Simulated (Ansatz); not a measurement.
EuAgSeF: what a change of kpoints.mp_grid.grid, scf.occupations.width, scf.occupations.method does

Computed with the plane-wave PAW code Ansatz (scalar-relativistic, PAW set soft_2): PBEsol, collinear spin, 420 eV cutoff, k-mesh 8×8×4. These are the settings of the reference run.

Cell:

```cif
data_structure
_symmetry_space_group_name_H-M 'P 1'
_symmetry_Int_Tables_number 1
_cell_length_a 4.0613
_cell_length_b 4.0613
_cell_length_c 9.1080
_cell_angle_alpha 90.000
_cell_angle_beta 90.000
_cell_angle_gamma 90.000
_cell_volume 150.23
loop_
_atom_site_label
_atom_site_type_symbol
_atom_site_fract_x
_atom_site_fract_y
_atom_site_fract_z
_atom_site_occupancy
Eu1 Eu 0.50000 0.00000 0.34338 1
Eu2 Eu 0.00000 0.50000 0.65662 1
Ag1 Ag 0.00000 0.00000 0.00000 1
Ag2 Ag 0.50000 0.50000 0.00000 1
Se1 Se 0.00000 0.50000 0.20457 1
Se2 Se 0.50000 0.00000 0.79543 1
F1 F 0.00000 0.00000 0.50000 1
F2 F 0.50000 0.50000 0.50000 1
```

The reference run of this cell is solved again as a single point with these keys changed:

| key | reference run | changed run |
| --- | --- | --- |
| kpoints.mp_grid.grid | [8, 8, 4] | [10, 10, 5] |
| scf.occupations.width | 0.05 | not typed |
| scf.occupations.method | gaussian | tetrahedron_uncorrected |

Question: How far do the results move?

Answer: 

```
                                    quantity  reference run  changed run
energy, changed less reference (meV an atom)              0          0.3
                              pressure (GPa)            0.0          0.0
                        largest force (eV/Å)           0.00         0.00
                        gap on the mesh (eV)           0.00         0.00
                     moment of the cell (μB)          13.95        13.96
```

The results hardly move, so these settings together matter little here. It took 22 iterations.

Caveats: the reference run: 4f shell without a U, which puts 4f levels too near the Fermi level; the reference run: open f or d shells may hold a state above the lowest; a single point, atoms not relaxed again.
